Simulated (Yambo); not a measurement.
CdZn3O4 (space group P3m1, No. 156), G0W0@PBEsol in Yambo with this input:

```
rim_cut
gw0
dyson
el_el_corr
HF_and_locXC
ppa
em1d
RandQpts= 1000000
RandGvec= 1 Ry
EXXRLvcs= 102 Ry
VXCRLvcs= 408 Ry
Chimod= "HARTREE"
% BndsRnXp
 17 | 231 |
%
NGsBlkXp= 8 Ry
% LongDrXp
 1.0 | 1.0 | 1.0 |
%
PPAPntXp= 27.2114 eV
% GbndRnge
 1 | 231 |
%
GTermKind= "BG"
DysSolver= "n"
ExtendOut
```

On a 6×6×1 mesh, with wavefunctions cut at 102 Ry, the gap (Γ → Γ) is 0.877 eV and the valence edge shifts by -0.501 eV.

### Question
What happens with this change: 2 Ry block?

### Answer
The gap rises by 0.067 eV, to 0.944 eV; the shift of the valence edge becomes -0.702 eV. Neither run is shown to be the converged limit.

Spin-orbit coupling is not included.

Geometry of the Materials Project entry, not relaxed at this level; primitive cell a = 3.364 Å, b = 3.364 Å, c = 11.024 Å, α = 90.00°, β = 90.00°, γ = 120.00°.

The structure is a Materials Project entry; no match was found in the copy of COD used, and its stability was not checked.

A shift is the quasiparticle energy of the state minus its PBEsol energy.
